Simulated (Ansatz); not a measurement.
Starting cell, Os (hcp, Mg type):

```yaml
crystal:
  lattice:
    - [5.50973, 0.00000, 0.00000]
    - [-1.37743, 2.38578, 0.00000]
    - [0.00000, 0.00000, 4.34443]
  atoms:
    - { symbol: Os, position: [0.16667, 0.66667, 0.75000] }
    - { symbol: Os, position: [0.66667, 0.66667, 0.75000] }
    - { symbol: Os, position: [0.33333, 0.33333, 0.25000] }
    - { symbol: Os, position: [0.83333, 0.33333, 0.25000] }
```

The atoms are displaced by Q × the pattern below (from a DFPT mode at M = (0.5, 0.0, 0.0), largest move 1; Q in Å), at fixed cell. (q is in reciprocal vectors of the primitive cell; the cell shown is doubled to hold the pattern.)

```tsv
atom	x	y	z
Os1	-0.866	-0.500	0.000
Os2	0.866	0.500	0.000
Os3	0.866	0.500	0.000
Os4	-0.866	-0.500	0.000
```

All values below come from PBE (plane waves to 420 eV, PAW, scalar-relativistic; Ansatz, a quantum-chemistry and plane-wave program). k mesh 19×19×11 (Γ-centred), Fermi-Dirac smearing 0.05 eV. E stands for the smeared free energy. With partly filled bands, energies and forces of such displacements shift with the k mesh and the smearing. Os is run without spin polarisation. Os was relaxed with its symmetry unable to fall. Spin-orbit coupling is left out, though Os is heavy. The PAW data are Ansatz's earlier set. ΔE is measured from the undisplaced structure. The last digit holds for this mesh only.

```tsv
Q (Å)	ΔE (meV/cell)
-0.180	withheld
-0.150	1001.9
-0.120	593.5
-0.090	312.1
-0.060	133.7
-0.030	32.4
0.000	0.0
0.030	32.4
0.060	133.7
0.090	312.1
0.120	593.5
0.150	1001.9
0.180	withheld
```

### Question
Fit an even polynomial form (powers 2, 4, 6) to the given rows and predict ΔE at Q = -0.180.

### Answer
Least squares on the 11 given rows: ΔE = (35480)·Q² + (385100)·Q⁴ + (756100)·Q⁶, in meV/cell with Q in Å; root-mean-square residual 0.61 meV/cell. At -0.180 the fit gives 1579.5 meV/cell; the calculation gives 1551.1 meV/cell, so the extrapolation is off by 28.4 (+1.8 %). The quadratic term alone would give 1149.6 meV/cell.

(For displaced atoms, the force is minus the slope of the energy, and its curvature is a force constant, which sets phonon frequencies.)
